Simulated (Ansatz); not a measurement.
Nb4AlC3 in space group P6_3/mmc (No. 194; Pearson symbol hP16) at seven volumes, PBEsol in the plane-wave PAW code Ansatz, shape and atoms relaxed at each. One row is withheld.

| V (Å³/atom) | P (GPa) |
|---|---|
| 11.580 | 26.51 |
| 11.962 | 16.22 |
| 12.343 | 7.46 |
| 12.725 | 0.01 |
| 13.107 | -6.31 |
| 13.489 | ? |
| 13.870 | -16.06 |

Question: Fit the shown pressures and predict the withheld one.

Answer: Third-order Birch–Murnaghan: P = (3/2)B₀(x^(7/2) − x^(5/2))[1 + (3/4)(B′ − 4)(x − 1)] with x = (V₀/V)^(2/3). Least squares on the six rows gives V₀ = 12.726 Å³/atom, B₀ = 227.0 GPa, B′ = 4.53. At V = 13.489, x = 0.9619 and P = -11.59 GPa. The run itself gave -11.63 GPa.

The workflow started from a Materials Project entry (that database holds measured and hypothetical structures alike); the Crystallography Open Database copy checked does not list it. Its standing as an ambient phase is unchecked. Symmetry was held in the PBEsol relaxation; whether a distortion lowers the energy is not shown. No spin polarisation was allowed.

Potentials: the later of the program's two PAW sets.
